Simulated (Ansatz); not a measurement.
Here is the system:

CaO:
```
CELL_PARAMETERS angstrom
      0.00000     2.38357     2.38357
      2.38357     0.00000     2.38357
      2.38357     2.38357     0.00000
ATOMIC_POSITIONS crystal
  Ca 0.00000 0.00000 0.00000
  O  0.50000 0.50000 0.50000
```

This is the PBEsol-relaxed structure.

All from the program Ansatz at the PBEsol level (PAW), unless another level is named. Estimate the Debye temperature from the elastic constants.

667 K.

What about the elastic constants (relaxed ions, GPa)?

C11 = 228, C12 = 59.3, C44 = 77.4.

Space group Fm-3m (rock salt). The cell was relaxed with PBEsol under the symmetry of its start.

Potentials: the later of the program's two PAW sets.
